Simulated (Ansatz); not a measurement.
An Ansatz input and the part of its output that reports the observables at the nuclei.

The cell is a computed structure from the Materials Project (it need not be an observed phase), atoms as given.

```yaml
crystal:
  lattice:
    - [-4.59328, 4.59328, 4.59328]
    - [4.59328, -4.59328, 4.59328]
    - [4.59328, 4.59328, -4.59328]
  atoms:
    - { symbol: Li, position: [0.865816, 0.25, 0.115816] }
    - { symbol: Li, position: [0.865816, 0.115816, 0.75] }
    - { symbol: Li, position: [0.634184, 0.384184, 0.25] }
    - { symbol: Li, position: [0.75, 0.384184, 0.634184] }
    - { symbol: Li, position: [0.75, 0.865816, 0.115816] }
    - { symbol: Li, position: [0.634184, 0.75, 0.384184] }
    - { symbol: Li, position: [0.384184, 0.25, 0.634184] }
    - { symbol: Li, position: [0.25, 0.634184, 0.384184] }
    - { symbol: Li, position: [0.25, 0.115816, 0.865816] }
    - { symbol: Li, position: [0.115816, 0.865816, 0.25] }
    - { symbol: Li, position: [0.384184, 0.634184, 0.75] }
    - { symbol: Li, position: [0.115816, 0.75, 0.865816] }
    - { symbol: Cu, position: [0.5, 0.0, 0.25] }
    - { symbol: Cu, position: [0.25, 0.5, 0.0] }
    - { symbol: Cu, position: [0.25, 0.25, 0.25] }
    - { symbol: Cu, position: [0.0, 0.25, 0.5] }
    - { symbol: S, position: [0.980696, 0.5, 0.0] }
    - { symbol: S, position: [0.519304, 0.5, 0.0] }
    - { symbol: S, position: [0.5, 0.0, 0.519304] }
    - { symbol: S, position: [0.5, 0.0, 0.980696] }
    - { symbol: S, position: [0.519304, 0.519304, 0.519304] }
    - { symbol: S, position: [0.980696, 0.980696, 0.980696] }
    - { symbol: S, position: [0.0, 0.519304, 0.5] }
    - { symbol: S, position: [0.0, 0.980696, 0.5] }
kpoints:
  mp_grid: { grid: [5, 5, 5] }
scf:
  occupations: { method: fermi_dirac, width: 0.02 }
hamiltonian:
  xc: pbe
  pseudopotentials: { kind: paw }
output:
  forces: true
  stress: true
  populations: true
  efg:
    quadrupole_moments_barn: { Li: -0.0401, Cu: -0.22, S: -0.0694 }
    contact_densities: true
```

```sh
ansatz run input.yaml --threads 1 --pin off --max-ram 2560MiB --backend cpu --events-out ev --progress --plain --runs-dir out
```

Of the output, the block on the nuclei alone is shown; the set-up, the SCF iterations, energies, forces and stress are cut. One atom of each set with nearly equal values is shown.

```
--- PAW observables at the nuclei: V_zz in 10²¹ V/m², potentials from the cell's mean, atoms counted from 1 ---
  atom   1  Li V_zz =    -0.092671   η = 0.4037   by run symmetry: allowed   C_q = +0.0899 MHz
            electrostatic potential = -166.311270 V   contact ρ = 94.437648 e/Å³
  atom  13  Cu V_zz =    -9.770839   η = 0.0000   by run symmetry: allowed   C_q = +51.9767 MHz
            electrostatic potential = -3751.095337 V   contact ρ = 147565.646861 e/Å³
  atom  17  S  V_zz =    +3.161778   η = 0.0000   by run symmetry: allowed   C_q = -5.3057 MHz
            electrostatic potential = -1630.823927 V   contact ρ = 19765.156321 e/Å³
```

Semilocal functionals underestimate gradients at Cu(I) with two or three neighbours, in Cu₂O by a fifth to nearly a half. With these PAW files V_zz is typically within 2 to 3 % of all-electron values, but misses above 10 % occur on Li.
